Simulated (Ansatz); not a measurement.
Here is the system:

CdS:
```
CdS
1.0
    4.19660     0.00000     0.00000
   -2.09830     3.63437     0.00000
    0.00000     0.00000     6.82843
Cd S
2 2
Direct
  0.66667   0.33333   0.00089
  0.33333   0.66667   0.50089
  0.66667   0.33333   0.62431
  0.33333   0.66667   0.12431
```

This is the PBE-relaxed structure. Cartesian axes are those of the cell as given.

**Question.** All from PBE in the plane-wave PAW code Ansatz, unless another level is named. Estimate the hole effective mass, band 2 of 2 at the edge.

**Answer.** 0.13 along x, 1.8 along z (mₑ).

**Question.** Predict the band gap.

**Answer.** 1.11 eV (direct).

**Question.** Next, the valence-band maximum?

**Answer.** at Γ.

**Question.** Predict the weight of the conduction-edge state by species (Voronoi cells).

**Answer.** Cd 62 %, S 38 %.

Space group P6_3mc (wurtzite). Symmetry was held in the PBE relaxation; phonons on a q-mesh show no instability. Spin–orbit coupling is left out wherever it is not named.

Potentials: the later of the program's two PAW sets.
